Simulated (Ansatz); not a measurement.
CsCaF3 (cubic perovskite, space group No. 221), a = 4.517 Å, b = 4.517 Å, c = 4.517 Å, α = 90.00°, β = 90.00°, γ = 90.00°.

Relaxed with r²SCAN. 

Task: HSE06 on this cell (Ansatz, an electronic-structure program, PAW) gives a gap of 9.24 eV. What does r²SCAN give?

Result: 8.05 eV.

Cost on shared cores: the r²SCAN run (SCF on a 6×6×6 mesh, then bands and DOS) around 50 core-seconds (rough), the HSE06 run (SCF on 4×4×4, then a few points) roughly 110 core-seconds; the tasks are unlike.

Space group Pm-3m (cubic perovskite). The workflow started from a Materials Project entry (that database holds measured and hypothetical structures alike); the Crystallography Open Database copy checked does not list it. Whether it is the stable phase at ambient conditions was not checked. Symmetry was held in the r²SCAN relaxation; its stability against distortions is not shown here. Scalar-relativistic: spin–orbit coupling is off unless named, which matters more the heavier the elements.

Potentials: the later of the program's two PAW sets.

Ansatz is a plane-wave DFT program.
